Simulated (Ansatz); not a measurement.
ZnS:
```
CELL_PARAMETERS angstrom
      4.72570     0.00000     0.00000
      0.00000     4.72570     0.00000
      0.00000     0.00000     3.87911
ATOMIC_POSITIONS crystal
  Zn 0.50000 0.00000 0.09601
  Zn 0.00000 0.50000 0.90399
  S  0.00000 0.00000 0.00000
  S  0.50000 0.50000 0.00000
```

Relaxed with PBE+D3(BJ). Special points in fractions of this cell's reciprocal vectors: Γ (0.000, 0.000, 0.000); X (0.000, 0.500, 0.000); M (0.500, 0.500, 0.000); Z (0.000, 0.000, 0.500); R (0.000, 0.500, 0.500); A (0.500, 0.500, 0.500).

### Question
List the band energies nearest the Fermi level at these points for the program Ansatz at the PBE+D3(BJ) level (PAW).

### Answer
In eV from the Fermi level; about four levels below and three above (degenerate sets whole), none deeper than 8.9 eV; points with the same levels are listed once.

```json
[
 {"k": "Γ", "below": "-1.70 -1.70 -0.95 -0.29", "above": "0.51 4.61 6.53"},
 {"k": "X", "below": "-3.40 -3.40 -1.07 -1.07", "above": "3.21 3.21 5.36 5.36"},
 {"k": "M", "below": "-5.85 -5.85 -0.89 -0.89", "above": "0.23 0.23 4.20 4.20"},
 {"k": "Z", "below": "-1.54 -1.54 -1.51 -0.30", "above": "1.94 4.02 4.97"},
 {"k": "R", "below": "-3.16 -3.16 -2.75 -2.75", "above": "2.84 2.84 4.56 4.56"},
 {"k": "A", "below": "-5.43 -5.43 -2.36 -2.36", "above": "0.33 0.33 0.96 0.96"}
]
```

Space group P4/nmm. The cell is a constructed one: a structure type filled with these elements; neither database checked (COD, Materials Project) lists it. It is not the phase usual at ambient conditions (space group No. 186, 216). Symmetry was held in the PBE+D3(BJ) relaxation; its stability against distortions is not shown here.

Potentials: the earlier of the program's two PAW sets.
